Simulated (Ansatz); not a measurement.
MgO (rock salt) is sheared across one {110} plane: the third cell vector gains the shift, so faults repeat every 4.5 Å. The cut lies between planes 1.50 Å apart; the cell height is held.

```xyz
6
Lattice="3.0084 0.0000 0.0000 0.0000 4.2544 0.0000 1.5042 2.1272 4.5125" Properties=species:S:1:pos:R:3 pbc="T T T"
O      1.2535     1.7727     3.7604
O      1.2535     1.7727     0.7521
O      2.7577     3.8999     2.2563
Mg     1.2535     3.8999     3.7604
Mg     1.2535     3.8999     0.7521
Mg     2.7577     1.7727     2.2563
```

In-plane vectors a = (3.008, 0.000) Å, b = (0.000, 4.254) Å, area 12.80 Å². The shift is s times the vector b (length 4.254 Å), so s = 1 restores the start. The shift is rigid: no atom relaxes. γ = [E(shift) − E(0)] / area.

All values below come from PBE (plane waves to 420 eV, PAW, scalar-relativistic; Ansatz, an electronic-structure program). k mesh 10×10×10 (Γ-centred), Fermi-Dirac smearing 0.05 eV. E is the zero-smearing estimate. As the smearing reaches across the gap at some points, the k mesh leaves noise in γ, roughly 0.02 J/m² as judged from a few cases. Faults lie only 4.5 Å apart, and holding the cell height and the atoms raises γ above its relaxed value. MgO was relaxed with its symmetry unable to fall. The PAW data are Ansatz's earlier set. The zero of γ is zero shift. The last digit holds for this mesh only.

```json
[
 {"s": "0.000", "γ (J/m²)": "0.00"},
 {"s": "0.083", "γ (J/m²)": "0.62"},
 {"s": "0.167", "γ (J/m²)": "2.47"},
 {"s": "0.250", "γ (J/m²)": "withheld"},
 {"s": "0.333", "γ (J/m²)": "8.85"},
 {"s": "0.417", "γ (J/m²)": "11.76"},
 {"s": "0.500", "γ (J/m²)": "12.82"},
 {"s": "0.583", "γ (J/m²)": "11.76"},
 {"s": "0.667", "γ (J/m²)": "8.85"},
 {"s": "0.750", "γ (J/m²)": "withheld"},
 {"s": "0.833", "γ (J/m²)": "2.47"},
 {"s": "0.917", "γ (J/m²)": "0.62"}
]
```

Q: Fit a Fourier form (three harmonics of 1 − cos and sin) to the given rows and predict γ at s = 0.750.

A: Least squares on the 10 given rows: γ = (6.417)·[1 − cos(2πs)] + (-0.508)·[1 − cos(4πs)], in J/m²; root-mean-square residual 0.023 J/m². At 0.750 the fit gives 5.40 J/m²; the calculation gives 5.39 J/m², so the interpolation is off by 0.01 (+0.2 %). 

(The slope of γ gives the shear force per area between the displaced halves; near zero shift its curvature is an elastic stiffness.)
